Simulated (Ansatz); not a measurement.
Values for one crystal, relaxed and computed with plane-wave PAW LDA (Ansatz code); other levels are named.

- Volume per atom = 32.92 Å³
- Band gap = 0.65 eV (direct)
- Valence-band maximum = at Γ
- Hole effective mass, band 1 of 2 at the edge = 1.1 along x, 1.1 along z (mₑ)
- Poisson's ratio = 0.35
- Highest zone-centre frequency (without LO–TO term) = 150 cm⁻¹
- Bulk modulus (Birch–Murnaghan fit) = 45.8 GPa

Task: Which of these materials gives this?
A) Te2Mo, P6_3/mmc (Te on 4f, Mo on 2c)
B) CdTe, wurtzite
C) SiC, wurtzite
D) GaN, wurtzite

Result: B, CdTe, wurtzite

Space group P6_3mc (wurtzite). The workflow started from a Materials Project entry (that database holds measured and hypothetical structures alike); the Crystallography Open Database copy checked does not list it. It is not the phase usual at ambient conditions (space group No. 216). The LDA relaxation kept the symmetry of its start; whether a distortion lowers the energy is not shown. Spin–orbit coupling is left out wherever it is not named.

Potentials: the earlier of the program's two PAW sets. The files were generated under PBE; for other functionals the program regenerates the frozen cores, and for LDA and PBEsol the local potential too.
